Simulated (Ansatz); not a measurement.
PbTe (rock salt)

```xyz
2
Lattice="0.0000 3.2847 3.2847 3.2847 0.0000 3.2847 3.2847 3.2847 0.0000" Properties=species:S:1:pos:R:3 pbc="T T T"
Te     0.0000     0.0000     0.0000
Pb     3.2847     3.2847     3.2847
```

The slice is a {100} plane (indices of the conventional cell) through the point (0.000, 0.000, 0.000) (fractional), spanned by u = [100] and v = [0 1 -1] in vectors of this cell: u (4.65 Å) and v (4.65 Å, at 90° to u). It covers one period; positions are fractions (u, v).

These are PBE (plane waves to 420 eV, PAW, scalar-relativistic; Ansatz, an electronic-structure program) values and carry that method's errors. k mesh 9×9×9. These are valence fields of a PAW run, semicore shells included where kept as valence: close to a nucleus they are smooth pseudo fields. PbTe was relaxed with its symmetry unable to fall. Spin-orbit coupling is left out, though Pb and Te are heavy. The PAW data are Ansatz's earlier set.

Problem. The ELF has a maximum in the middle third of the Te–Pb line. Where, and how high?

Solution. 0.66, 1.2 Å from Te.

Problem. What is the valence density on the shortest Te–Pb line in this plane (3.28 Å), at its minimum between the atoms?

Solution. 0.18 e/Å³.

Problem. What is the ELF at the density minimum of the shortest Te–Pb line in this plane (3.28 Å)?

Solution. 0.3.

Problem. Predict the map of the valence electron density on the slice.

Solution. 
```
|998754321100000112345789|
|887654321100000112345678|
|776543321110001112334567|
|555443221111111112234455|
|444333222222222222233344|
|333322222233333222222333|
|222222223344444332222222|
|211112233456665433221111|
|111112234567776543221111|
|000112345677777654321100|
|000012346778887764321000|
|000012346778887764321000|
|000012346778887764321000|
|000112345677777654321100|
|111112234567776543221111|
|211112233456665433221111|
|222222223344444332222222|
|333322222233333222222333|
|444333222222222222233344|
|555443221111111112234455|
|776543321110001112334567|
|887654321100000112345678|
|998754321100000112345789|
|998754322100000122345789|
```
Scale: ten equal steps from -1.38 (start of '0') to 1.28 (end of '9'), in the order '0123456789'. Values: log₁₀ of the valence density in e/Å³. The map has 24 points along u (one character each, u = 0 at the left) and 24 along v (v = 0 in the bottom row). The scale is logarithmic, as a density can span decades between atoms and voids.
